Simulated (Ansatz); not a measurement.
# Course of a relaxation: BC5

The cell of BC5 is invented: random cell by space group and Wyckoff sites (P4/mmm, No. 123). The dimensions are guesses.

```
CELL_PARAMETERS angstrom
4.16539 0.00000 0.00000
0.00000 4.16539 0.00000
0.00000 0.00000 4.73932
ATOMIC_POSITIONS crystal
B 0.50000 0.50000 0.00000
C 0.00000 0.50000 0.63264
C 0.50000 0.00000 0.63264
C 0.00000 0.50000 0.36736
C 0.50000 0.00000 0.36736
C 0.00000 0.00000 0.00000
```

Method: Ansatz 0.2.0, DFT PBE, scalar-relativistic, plane waves, PAW. Cutoff 420 eV, Gaussian smearing, Γ-centred meshes. Cell and atoms relax first on a coarse mesh and then on a finer one. In between, the cell is made exact in the group found at 0.06 Å. In metals the finer mesh still leaves noise of several meV/atom or more. The steps can't lower the symmetry of their start. No spin polarisation in the relaxation; trial moments died out in a coarse test.

Steps on the 4×4×4 mesh (6 atoms, 21 steps). The free energy counts from the last step; some steps are skipped; the plane-wave basis is renewed at times, which shifts energy and pressure.

| step | ΔF (meV/atom) | V (Å³/atom) | P (GPa) | largest force component (eV/Å) |
| --- | --- | --- | --- | --- |
| 1 | 1429.5 | 13.70 | -9.52 | 3.554 |
| 3 | 1046.8 | 11.07 | -19.14 | 1.588 |
| 4 | 846.1 | 9.89 | -19.65 | 1.988 |
| 6 | 433.4 | 7.49 | -13.78 | 2.117 |
| 7 | 273.9 | 6.57 | -3.22 | 2.368 |
| 9 | 34.2 | 5.62 | 27.11 | 1.021 |
| 10 | 19.4 | 6.50 | -15.64 | 0.274 |
| 12 | -2.0 | 6.11 | -0.15 | 0.036 |
| 13 | -2.2 | 6.10 | 0.28 | 0.006 |
| 15 | 45.1 | 5.83 | 9.66 | 0.291 |
| 16 | -1.6 | 6.06 | -0.28 | 0.058 |
| 18 | -2.7 | 6.08 | -0.12 | 0.008 |
| 19 | 0.0 | 6.08 | -0.67 | 0.010 |
| 21 | 0.0 | 6.07 | -0.03 | 0.010 |

Steps on the 6×6×6 mesh (6 atoms, 8 steps). The free energy counts from the last step; the plane-wave basis is renewed at times, which shifts energy and pressure.

```csv
step,ΔF (meV/atom),V (Å³/atom),P (GPa),largest force component (eV/Å)
1,21.7,6.07,0.52,0.946
2,8.7,6.12,-0.13,0.410
3,1.4,6.17,0.95,0.135
4,1.2,6.20,0.24,0.059
5,1.2,6.21,-0.15,0.002
6,0.0,6.21,0.03,0.001
7,0.0,6.21,-0.07,0.000
8,0.0,6.21,-0.07,0.000
```

The relaxed structure, after a last relaxation on the converged mesh:

Space group P4/mmm (No. 123). a = 3.607 Å, b = 3.607 Å, c = 2.877 Å, α = 90.00°, β = 90.00°, γ = 90.00°
```csv
atom,site,symmetry,x,y,z
B,1c,4/mmm,0.5000,0.5000,0.0000
C,4i,2mm.,0.0000,0.5000,0.7455
C,1a,4/mmm,0.0000,0.0000,0.0000
```

The symmetry stays P4/mmm (No. 123). The volume per atom shrinks by 54.5 %, from 13.7 to 6.2 Å³. The shortest distance goes from 1.26 Å (C–C) to 1.41 Å (C–C). The ratio c/a of the conventional cell changes by a factor of 0.70. The energy falls by about 1.4 eV/atom (the start's value is from the coarse mesh). B has 8 C at 1.95 Å; around C on a site of symmetry 2mm lie 2 C at 1.41–1.46 Å, 2 B at 1.95 Å and 2 C at 1.95 Å; C on a site of symmetry 4/mmm is surrounded by 8 C at 1.95 Å.

```yaml
Volume_per_atom: 6.24 Å³
Density: 3.14 g/cm³
Energy_over_the_elements: +2.60 eV/atom
Gap_on_the_10×10×14_mesh_of_the_6-atom_cell: 0 eV (a metal)
```

Formation energies are uncorrected and refer to the elements' standard structures at the same level.

The last run used Gaussian smearing of 0.10 eV. An odd number of electrons in the primitive cell allows no gap without spin; a larger cell or a magnetic state could open one. The reference form of C is held partly by dispersion forces, which this level lacks. A structure relaxed within its symmetry needn't be a true minimum. In all, the 4 runs took 87 s on 1 thread of Arm Neoverse V2, on a shared host. Another cell of BC5 relaxed alike, in Cmmm, lies 1.11 eV/atom lower, so this cell isn't the stable form at this level.
